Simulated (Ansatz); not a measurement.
# Calculated electric field gradients for WC at a changed volume

The cell is a COD entry, relaxed with PBE at fixed cell and then changed (volume scaled by 1.02, ions relaxed).

```
W C
1.0
     2.91739    0.00000    0.00000
    -1.45870    2.52654    0.00000
     0.00000    0.00000    2.85015
W C
1 1
Direct
  0.00000 0.00000 0.00000
  0.66667 0.33333 0.50000
```

Atoms are numbered from 1 in the order listed; like atoms form one site, named after its first atom.

Computed with Ansatz: DFT, PBE, plane waves and PAW, scalar-relativistic, collinear spin, 420 eV cutoff, Γ-centred 18×18×16 k-points, Fermi–Dirac smearing 0.05 eV. Start moments as typed (μB): 2 on each W, none on the rest.

V_zz is the principal component of the electric field gradient with the largest magnitude, η = (V_xx − V_yy)/V_zz and C_Q = eQV_zz/h. Directions are in the Cartesian axes of the cell vectors above, for the atom listed; none is given where the gradient is under 0.02 or η is above 0.95.

Problem. Which values are expected at the nuclei?

Solution. 

```csv
site,first atom,first shell,V_zz (10²¹ V/m²),η,"direction of V_zz (x, y, z)"
W,1,6 C at 2.21 Å,-12.78,0.00,0.00 0.00 1.00
C,2,6 W at 2.21 Å,0.053,0.00,0.00 0.00 1.00
```

An axis of threefold or higher order runs through W and C, so V_zz lies along it and η is zero.

The run finds no gap above 0.1 eV (a metal, or nearly one), so the gradients can move by 10 % or more with the k-mesh. Without spin–orbit coupling the gradients at and beside W can be off by some per cent, at some sites by more. The start moments die out, and the run ends without spin.

The relaxation (1 step) took 21 s of wall time (21 s of CPU time) and 0.62 GiB at its peak, on 1 thread of Intel Xeon 6975P-C (Granite Rapids) (x86_64; 16 cores open to the job, memory cap 3.0 GiB, no GPU), a shared host with a load of 0.6 a core.
